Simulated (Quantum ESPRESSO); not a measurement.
# MgGa3P3Se: one run as intended and one with a planted mistake

Simulated, not a measurement. The program is pw.x of Quantum ESPRESSO 7.5 (plane-wave density functional theory). The cell is made up: 8 atoms on a zincblende/diamond lattice, with randomly drawn elements, strain and displacements, not relaxed. PseudoDojo standard norm-conserving files (v0.5 for PBE, v0.4.1 for LDA and PBEsol) set the functional; there is no spin polarisation, spin-orbit coupling or dispersion term, and the masses in the input are unused placeholders.

Intended input:

```
&control calculation='scf', pseudo_dir='./dojo.nc.sr.pbe.v0_5.standard.upf', outdir='./o', disk_io='medium', tprnfor=.true., tstress=.true. /
&system ibrav=0, nat=8, ntyp=4, nbnd=46, ecutwfc=85.99341389, nosym=.true., tot_charge=0,
 occupations='smearing', smearing='fd', degauss=0.0018374661
/
&electrons conv_thr=7.350e-09, electron_maxstep=60, /
ATOMIC_SPECIES
Ga 1.0 Ga.upf
Mg 1.0 Mg.upf
P 1.0 P.upf
Se 1.0 Se.upf
CELL_PARAMETERS angstrom
5.5501 0.0085 0.0413
0.0085 5.4952 0.0145
0.0413 0.0145 5.4965
ATOMIC_POSITIONS angstrom
Mg 0.1198 0.1386 -0.0365
Ga -0.0051 2.8699 2.7732
Ga 2.8284 -0.0008 2.8135
Ga 2.8861 2.8107 0.0704
P 1.3077 1.5162 1.3834
P 1.4097 4.0006 4.1099
P 4.2153 1.4779 4.2282
Se 4.0621 4.1307 1.3959
K_POINTS automatic
4 4 4 1 1 1
```

The log is shortened where brackets say so; the opening notice, blank lines, dates and the lines on written files are dropped, and the path of the files is cut. It prints rydbergs, bohrs and kilobars, and counts compression as positive stress. Where no state is partly filled, the Fermi energy that it prints is only some level between the filled and the empty states on the mesh, and need not lie in the true gap.

Log of the intended run:

```
     Program PWSCF v.7.5
     Parallel version (MPI & OpenMP), running on       1 processor cores
     Number of MPI processes:                 1
     Threads/MPI process:                     1
     [start-up lines left out]
     bravais-lattice index     =            0
     lattice parameter (alat)  =      10.4885  a.u.
     unit-cell volume          =    1131.1985 (a.u.)^3
     number of atoms/cell      =            8
     number of atomic types    =            4
     number of electrons       =        80.00
     number of Kohn-Sham states=           46
     kinetic-energy cutoff     =      85.9934  Ry
     charge density cutoff     =     343.9737  Ry
     scf convergence threshold =      7.3E-09
     mixing beta               =       0.7000
     number of iterations used =            8  plain     mixing
     Exchange-correlation= PBE
                           (   1   4   3   4   0   0   0)
     [axes and pseudopotential details left out]
   Cartesian axes
     site n.     atom                  positions (alat units)
         1        Mg     tau(   1) = (   0.0215846   0.0249718  -0.0065763  )
         2        Ga     tau(   2) = (  -0.0009189   0.5170749   0.4996523  )
         3        Ga     tau(   3) = (   0.5095977  -0.0001441   0.5069132  )
         4        Ga     tau(   4) = (   0.5199936   0.5064087   0.0126841  )
         5        P      tau(   5) = (   0.2356106   0.2731764   0.2492496  )
         6        P      tau(   6) = (   0.2539881   0.7207950   0.7404878  )
         7        P      tau(   7) = (   0.7594779   0.2662758   0.7618021  )
         8        Se     tau(   8) = (   0.7318756   0.7442354   0.2515017  )
     number of k points=    32  Fermi-Dirac smearing, width (Ry)=  0.0018
                       cart. coord. in units 2pi/alat
        k(    1) = (   0.1238812   0.1257311   0.1249601), wk =   0.0625000
        k(    2) = (   0.1220036   0.1250679   0.3774211), wk =   0.0625000
     [further k points left out]
     Dense  grid:   121869 G-vectors     FFT dimensions: (  64,  64,  64)
     Estimated max dynamical RAM per process >     170.87 MB
     Initial potential from superposition of free atoms
     starting charge      79.9907, renormalised to      80.0000
     Starting wfcs are   53 randomized atomic wfcs
     total cpu time spent up to now is       18.3 secs
     per-process dynamical memory:    95.1 Mb
     Self-consistent Calculation
     iteration #  1     ecut=    85.99 Ry     beta= 0.70
     Davidson diagonalization with overlap
     ethr =  1.00E-02,  avg # of iterations =  4.3
     Threshold (ethr) on eigenvalues was too large:
     Diagonalizing with lowered threshold
     Davidson diagonalization with overlap
     ethr =  5.34E-04,  avg # of iterations =  2.0
     total cpu time spent up to now is       97.8 secs
     total energy              =    -861.69259797 Ry
     estimated scf accuracy    <       0.42622443 Ry
     iteration #  2     ecut=    85.99 Ry     beta= 0.70
     Davidson diagonalization with overlap
     ethr =  5.33E-04,  avg # of iterations =  5.2
     total cpu time spent up to now is      138.4 secs
     total energy              =    -861.78266626 Ry
     estimated scf accuracy    <       0.23185584 Ry
     [iterations 3 to 8 left out]
     iteration #  9     ecut=    85.99 Ry     beta= 0.70
     Davidson diagonalization with overlap
     ethr =  2.94E-10,  avg # of iterations =  2.1
     total cpu time spent up to now is      368.1 secs
     total energy              =    -861.83884403 Ry
     estimated scf accuracy    <       0.00000002 Ry
     iteration # 10     ecut=    85.99 Ry     beta= 0.70
     Davidson diagonalization with overlap
     ethr =  3.11E-11,  avg # of iterations =  2.7
     total cpu time spent up to now is      398.9 secs
     End of self-consistent calculation
     [lines on levels left out]
     the Fermi energy is     7.9482 ev
!    total energy              =    -861.83884403 Ry
     estimated scf accuracy    <          2.3E-09 Ry
     smearing contrib. (-TS)   =      -0.00000000 Ry
     internal energy E=F+TS    =    -861.83884403 Ry
     The total energy is F=E-TS. E is the sum of the following terms:
     one-electron contribution =    -509.34348989 Ry
     hartree contribution      =     296.42124796 Ry
     xc contribution           =    -202.55866817 Ry
     ewald contribution        =    -446.35793394 Ry
     convergence has been achieved in  10 iterations
     Forces acting on atoms (cartesian axes, Ry/au):
     atom    1 type  2   force =     0.00275646   -0.03716308   -0.01981079
     atom    2 type  1   force =     0.01352137   -0.06294898    0.01516832
     atom    3 type  1   force =    -0.07628052    0.06745590    0.04608683
     atom    4 type  1   force =    -0.11158331   -0.08194828   -0.06267336
     atom    5 type  3   force =     0.06739346    0.00448926    0.03714725
     atom    6 type  3   force =     0.04103014    0.05562867    0.01867613
     atom    7 type  3   force =    -0.01382472   -0.00669901   -0.05212870
     atom    8 type  4   force =     0.07698712    0.06118551    0.01753433
     Total force =     0.256406     Total SCF correction =     0.000308
     Computing stress (Cartesian axis) and pressure
          total   stress  (Ry/bohr**3)                   (kbar)     P=       70.03
   0.00040761  -0.00000491   0.00014409           59.96       -0.72       21.20
  -0.00000491   0.00050704   0.00031219           -0.72       74.59       45.92
   0.00014409   0.00031219   0.00051354           21.20       45.92       75.54
     init_run     :     17.53s CPU     18.18s WALL (       1 calls)
     electrons    :    370.45s CPU    380.59s WALL (       1 calls)
     forces       :      3.85s CPU      3.89s WALL (       1 calls)
     stress       :     14.59s CPU     14.68s WALL (       1 calls)
     [timing details left out]
     PWSCF        :   6m46.60s CPU   6m57.65s WALL
     JOB DONE.
```

A second run has one planted mistake: the k-point mesh is too coarse. The input lines that differ, file-writing options aside:

```
- 4 4 4 1 1 1
+ 1 1 1 1 1 1
```

Its log:

```
     Program PWSCF v.7.5
     Parallel version (MPI & OpenMP), running on       1 processor cores
     Number of MPI processes:                 1
     Threads/MPI process:                     1
     [start-up lines left out]
     bravais-lattice index     =            0
     lattice parameter (alat)  =      10.4885  a.u.
     unit-cell volume          =    1131.1985 (a.u.)^3
     number of atoms/cell      =            8
     number of atomic types    =            4
     number of electrons       =        80.00
     number of Kohn-Sham states=           46
     kinetic-energy cutoff     =      85.9934  Ry
     charge density cutoff     =     343.9737  Ry
     scf convergence threshold =      7.3E-09
     mixing beta               =       0.7000
     number of iterations used =            8  plain     mixing
     Exchange-correlation= PBE
                           (   1   4   3   4   0   0   0)
     [axes and pseudopotential details left out]
   Cartesian axes
     site n.     atom                  positions (alat units)
         1        Mg     tau(   1) = (   0.0215846   0.0249718  -0.0065763  )
         2        Ga     tau(   2) = (  -0.0009189   0.5170749   0.4996523  )
         3        Ga     tau(   3) = (   0.5095977  -0.0001441   0.5069132  )
         4        Ga     tau(   4) = (   0.5199936   0.5064087   0.0126841  )
         5        P      tau(   5) = (   0.2356106   0.2731764   0.2492496  )
         6        P      tau(   6) = (   0.2539881   0.7207950   0.7404878  )
         7        P      tau(   7) = (   0.7594779   0.2662758   0.7618021  )
         8        Se     tau(   8) = (   0.7318756   0.7442354   0.2515017  )
     number of k points=     1  Fermi-Dirac smearing, width (Ry)=  0.0018
                       cart. coord. in units 2pi/alat
        k(    1) = (  -0.4955247  -0.5029245  -0.4998404), wk =   2.0000000
     Dense  grid:   121869 G-vectors     FFT dimensions: (  64,  64,  64)
     Estimated max dynamical RAM per process >     170.87 MB
     Initial potential from superposition of free atoms
     starting charge      79.9907, renormalised to      80.0000
     Starting wfcs are   53 randomized atomic wfcs
     total cpu time spent up to now is        2.1 secs
     per-process dynamical memory:   105.1 Mb
     Self-consistent Calculation
     iteration #  1     ecut=    85.99 Ry     beta= 0.70
     Davidson diagonalization with overlap
     ethr =  1.00E-02,  avg # of iterations =  4.0
     Threshold (ethr) on eigenvalues was too large:
     Diagonalizing with lowered threshold
     Davidson diagonalization with overlap
     ethr =  9.08E-04,  avg # of iterations =  2.0
     total cpu time spent up to now is        4.0 secs
     total energy              =    -861.03589536 Ry
     estimated scf accuracy    <       0.72849317 Ry
     iteration #  2     ecut=    85.99 Ry     beta= 0.70
     Davidson diagonalization with overlap
     ethr =  9.11E-04,  avg # of iterations =  3.0
     total cpu time spent up to now is        5.1 secs
     total energy              =    -860.94228154 Ry
     estimated scf accuracy    <       1.01725863 Ry
     [iterations 3 to 10 left out]
     iteration # 11     ecut=    85.99 Ry     beta= 0.70
     Davidson diagonalization with overlap
     ethr =  1.46E-10,  avg # of iterations =  4.0
     total cpu time spent up to now is       14.3 secs
     total energy              =    -861.26973840 Ry
     estimated scf accuracy    <       0.00000003 Ry
     iteration # 12     ecut=    85.99 Ry     beta= 0.70
     Davidson diagonalization with overlap
     ethr =  3.53E-11,  avg # of iterations =  2.0
     total cpu time spent up to now is       15.4 secs
     End of self-consistent calculation
     [lines on levels left out]
     the Fermi energy is     7.9150 ev
!    total energy              =    -861.26973841 Ry
     estimated scf accuracy    <          2.7E-09 Ry
     smearing contrib. (-TS)   =      -0.00000001 Ry
     internal energy E=F+TS    =    -861.26973839 Ry
     The total energy is F=E-TS. E is the sum of the following terms:
     one-electron contribution =    -509.60995000 Ry
     hartree contribution      =     297.55051543 Ry
     xc contribution           =    -202.85236989 Ry
     ewald contribution        =    -446.35793394 Ry
     convergence has been achieved in  12 iterations
     Forces acting on atoms (cartesian axes, Ry/au):
     atom    1 type  2   force =     0.00169593   -0.02854070   -0.02167571
     atom    2 type  1   force =     0.01809298   -0.07123662    0.01736377
     atom    3 type  1   force =    -0.08817081    0.05956143    0.04684306
     atom    4 type  1   force =    -0.12229354   -0.08088953   -0.06421544
     atom    5 type  3   force =     0.06647155    0.00509885    0.03608147
     atom    6 type  3   force =     0.06398389    0.06903138    0.00488212
     atom    7 type  3   force =    -0.00614473   -0.00816965   -0.04326329
     atom    8 type  4   force =     0.06636474    0.05514485    0.02398401
     Total force =     0.265999     Total SCF correction =     0.000283
     Computing stress (Cartesian axis) and pressure
          total   stress  (Ry/bohr**3)                   (kbar)     P=      133.37
   0.00085748   0.00001171   0.00009403          126.14        1.72       13.83
   0.00001171   0.00091359   0.00031405            1.72      134.39       46.20
   0.00009403   0.00031405   0.00094893           13.83       46.20      139.59
     init_run     :      1.98s CPU      2.06s WALL (       1 calls)
     electrons    :     12.89s CPU     13.26s WALL (       1 calls)
     forces       :      0.36s CPU      0.36s WALL (       1 calls)
     stress       :      1.04s CPU      1.08s WALL (       1 calls)
     [timing details left out]
     PWSCF        :     16.35s CPU     16.89s WALL
     JOB DONE.
```

|  | intended run | run with the mistake |
| --- | --- | --- |
| free energy (eV) | -11725.915 | -11718.172 |
| smearing term -TS (eV) | 0.0000 | 0.0000 |
| pressure (GPa) | 7.00 | 13.34 |
| largest force component (eV/Å) | 2.869 | 3.144 |
| largest change of a force component (eV/Å) |  | 0.590 |
| iterations | 10 | 12 |

For scale, a rerun of the intended cell at 1467 eV and a 6 x 6 x 6 mesh moved values by no more than 0.008 eV in energy, 0.02 GPa in stress and 0.003 eV/Å in force.